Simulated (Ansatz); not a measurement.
Input, command and steps of an Ansatz relaxation.

```yaml
crystal:
  lattice:
    - [4.1751762634, 0.0, 0.0]
    - [-2.0875881317, 3.6158087093, 0.0]
    - [0.0, 0.0, 6.4958960646]
  atoms:
    - { symbol: W, position: [0.0, 0.0, 0.0], spin: 1.69 }
    - { symbol: W, position: [0.3333333333, 0.6666666667, 0.645] }
    - { symbol: W, position: [0.6666666667, 0.3333333333, 0.355] }
    - { symbol: Se, position: [0.3333333333, 0.6666666667, 0.245] }
    - { symbol: Se, position: [0.6666666667, 0.3333333333, 0.755] }
basis:
  ecutwfc: 420
kpoints:
  mp_grid: { grid: [6, 6, 4] }
hamiltonian:
  xc: pbe
scf:
  occupations: { method: gaussian, width: 0.1 }
  lower_state_search: "off"
output:
  forces: true
  stress: true
  eigenvalues: true
  populations: true
magnetization:
  spin_polarized: true
relax:
  adjacent_minimum: "off"
  f_tol: 0.04
  max_steps: 70
  cell: { stress_tol: 0.4 }
```

```bash
ansatz run input.yaml --threads 1 --pin off --max-ram 2560MiB --backend cpu --events-out ev --progress --plain --runs-dir out
```

Computed with DFT PBE, scalar-relativistic, plane waves, PAW (Ansatz 0.2.0).

Of 14 frames 10 are shown, positions in Å and forces in eV/Å; the SCF threshold varies from step to step. Steps run on the plane waves of an earlier cell, with a Pulay correction in the pressure. The basis is chosen afresh for the last frame, the zero of the energies, and at times for earlier ones too; energy and pressure step there, also at an unchanged geometry. The mark taken_back stands on steps that the optimiser undid.

```xyz
5
Lattice="4.1752 0.0000 0.0000 -2.0876 3.6158 0.0000 0.0000 0.0000 6.4959" Properties=species:S:1:pos:R:3:forces:R:3 pbc="T T T" step=1 free_energy_over_end_meV_per_atom=235.69 pressure_GPa=-10.89
W     0.0000    0.0000    0.0000    0.0000    0.0000    0.0000
W     0.0000    2.4105    4.1899    0.0000    0.0000    0.1829
W     2.0876    1.2053    2.3060    0.0000    0.0000   -0.1829
Se    0.0000    2.4105    1.5915    0.0000    0.0000   -0.1226
Se    2.0876    1.2053    4.9044    0.0000    0.0000    0.1226
5
Lattice="4.0934 0.0000 0.0000 -2.0467 3.5450 0.0000 0.0000 0.0000 6.1794" Properties=species:S:1:pos:R:3:forces:R:3 pbc="T T T" step=2 free_energy_over_end_meV_per_atom=146.02 pressure_GPa=-0.82
W     0.0000    0.0000    0.0000    0.0000    0.0000    0.0000
W     0.0000    2.3634    4.0087    0.0000    0.0000    0.0321
W     2.0467    1.1817    2.1707    0.0000    0.0000   -0.0321
Se    0.0000    2.3634    1.4641    0.0000    0.0000   -0.5424
Se    2.0467    1.1817    4.7152    0.0000    0.0000    0.5424
5
Lattice="4.1804 0.0000 0.0000 -2.0902 3.6204 0.0000 0.0000 0.0000 5.5430" Properties=species:S:1:pos:R:3:forces:R:3 pbc="T T T" step=4 free_energy_over_end_meV_per_atom=59.71 pressure_GPa=3.93
W     0.0000    0.0000    0.0000    0.0000    0.0000    0.0000
W     0.0000    2.4136    3.6446    0.0000    0.0000   -0.2409
W     2.0902    1.2068    1.8984    0.0000    0.0000    0.2409
Se    0.0000    2.4136    1.1483    0.0000    0.0000   -0.2507
Se    2.0902    1.2068    4.3946    0.0000    0.0000    0.2507
5
Lattice="4.2501 0.0000 0.0000 -2.1251 3.6807 0.0000 0.0000 0.0000 5.4257" Properties=species:S:1:pos:R:3:forces:R:3 pbc="T T T" step=5 free_energy_over_end_meV_per_atom=47.64 pressure_GPa=0.84
W     0.0000    0.0000    0.0000    0.0000    0.0000    0.0000
W     0.0000    2.4538    3.5519    0.0000    0.0000   -0.1054
W     2.1251    1.2269    1.8737    0.0000    0.0000    0.1054
Se    0.0000    2.4538    1.0627    0.0000    0.0000   -0.0908
Se    2.1251    1.2269    4.3630    0.0000    0.0000    0.0908
5
Lattice="4.2366 0.0000 0.0000 -2.1183 3.6690 0.0000 0.0000 0.0000 5.4829" Properties=species:S:1:pos:R:3:forces:R:3 pbc="T T T" step=7 free_energy_over_end_meV_per_atom=39.76 pressure_GPa=0.50
W     0.0000    0.0000    0.0000    0.0000    0.0000    0.0000
W     0.0000    2.4460    3.5174    0.0000    0.0000   -0.2878
W     2.1183    1.2230    1.9655    0.0000    0.0000    0.2878
Se    0.0000    2.4460    1.0282    0.0000    0.0000    0.0287
Se    2.1183    1.2230    4.4547    0.0000    0.0000   -0.0287
5
Lattice="4.2199 0.0000 0.0000 -2.1100 3.6546 0.0000 0.0000 0.0000 5.5499" Properties=species:S:1:pos:R:3:forces:R:3 pbc="T T T" step=8 free_energy_over_end_meV_per_atom=34.27 pressure_GPa=0.46
W     0.0000    0.0000    0.0000    0.0000    0.0000    0.0000
W     0.0000    2.4364    3.5134    0.0000    0.0000   -0.2241
W     2.1100    1.2182    2.0365    0.0000    0.0000    0.2241
Se    0.0000    2.4364    1.0275    0.0000    0.0000    0.0300
Se    2.1100    1.2182    4.5225    0.0000    0.0000   -0.0300
5
Lattice="4.1167 0.0000 0.0000 -2.0583 3.5651 0.0000 0.0000 0.0000 6.1479" Properties=species:S:1:pos:R:3:forces:R:3 pbc="T T T" step=10 free_energy_over_end_meV_per_atom=15.45 pressure_GPa=1.60 taken_back
W     0.0000    0.0000    0.0000    0.0000    0.0000    0.0000
W     0.0000    2.3768    3.6022    0.0000    0.0000    1.4850
W     2.0583    1.1884    2.5457    0.0000    0.0000   -1.4850
Se    0.0000    2.3768    1.0779    0.0000    0.0000   -0.2414
Se    2.0583    1.1884    5.0700    0.0000    0.0000    0.2414
5
Lattice="4.1499 0.0000 0.0000 -2.0749 3.5939 0.0000 0.0000 0.0000 5.9856" Properties=species:S:1:pos:R:3:forces:R:3 pbc="T T T" step=11 free_energy_over_end_meV_per_atom=5.29 pressure_GPa=-1.65
W     0.0000    0.0000    0.0000    0.0000    0.0000    0.0000
W     0.0000    2.3959    3.6099    0.0000    0.0000   -0.4536
W     2.0749    1.1980    2.3758    0.0000    0.0000    0.4536
Se    0.0000    2.3959    1.0678    0.0000    0.0000   -0.0745
Se    2.0749    1.1980    4.9179    0.0000    0.0000    0.0745
5
Lattice="4.1074 0.0000 0.0000 -2.0537 3.5572 0.0000 0.0000 0.0000 6.1386" Properties=species:S:1:pos:R:3:forces:R:3 pbc="T T T" step=13 free_energy_over_end_meV_per_atom=-0.35 pressure_GPa=-0.19
W     0.0000    0.0000    0.0000    0.0000    0.0000    0.0000
W     0.0000    2.3714    3.6537    0.0000    0.0000    0.0008
W     2.0537    1.1857    2.4849    0.0000    0.0000   -0.0008
Se    0.0000    2.3714    1.0816    0.0000    0.0000   -0.0022
Se    2.0537    1.1857    5.0569    0.0000    0.0000    0.0022
5
Lattice="4.1074 0.0000 0.0000 -2.0537 3.5572 0.0000 0.0000 0.0000 6.1386" Properties=species:S:1:pos:R:3:forces:R:3 pbc="T T T" step=14 free_energy_over_end_meV_per_atom=0.00 pressure_GPa=-0.19
W     0.0000    0.0000    0.0000    0.0000    0.0000    0.0000
W     0.0000    2.3714    3.6537    0.0000    0.0000    0.0010
W     2.0537    1.1857    2.4849    0.0000    0.0000   -0.0010
Se    0.0000    2.3714    1.0816    0.0000    0.0000   -0.0023
Se    2.0537    1.1857    5.0569    0.0000    0.0000    0.0023
```

The start puts this composition into another compound's structure type, which needn't suit it. At the end the space group is P-3m1 (tolerance 0.05 Å).

Time: 4.5 min on 1 thread of Intel(R) Xeon(R) Platinum 8488C (Sapphire Rapids) (shared host), peak memory 0.54 GiB.

The k mesh is coarse. Spin-orbit coupling is left out, which matters for the bands of heavy elements.